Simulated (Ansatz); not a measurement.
Here is the system:

TiAl:
```cif
data_AlTi
_chemical_formula_sum 'Ti1 Al1'
_space_group_name_H-M_alt 'P-6m2'
_space_group_IT_number 187
_space_group_name_Hall 'P -6 2'
_cell_length_a 2.81202
_cell_length_b 2.81202
_cell_length_c 4.59141
_cell_angle_alpha 90.000
_cell_angle_beta 90.000
_cell_angle_gamma 120.000
loop_
_atom_site_label
_atom_site_type_symbol
_atom_site_symmetry_multiplicity
_atom_site_Wyckoff_symbol
_atom_site_fract_x
_atom_site_fract_y
_atom_site_fract_z
_atom_site_occupancy
Ti1 Ti 1 a 0.00000 0.00000 0.00000 1
Al1 Al 1 d 0.33333 0.66667 0.50000 1
```

This is the LDA-relaxed structure.

Question: All from LDA (plane waves, PAW; program Ansatz), unless another level is named. Give the density of states at the Fermi level.

Answer: 1.3 states/eV per atom (mean over ±0.08 eV).

Question: And the formation energy from the elements (no fitted shifts)?

Answer: -0.24 eV/atom.

The first step of the workflow began from a Materials Project structure, measured or hypothetical; the Crystallography Open Database copy checked does not list it. With Ti and Al taken as one species the cell has the higher symmetry P6_3/mmc, so it may be an ordered model of a mixed-site phase. It is not the phase usual at ambient conditions (space group No. 123). Symmetry was held in the LDA relaxation; whether a distortion lowers the energy is not shown. The run is not spin-polarised. The references are the lowest solids computed at this level, not always the standard phases.

Potentials: the later of the program's two PAW sets.
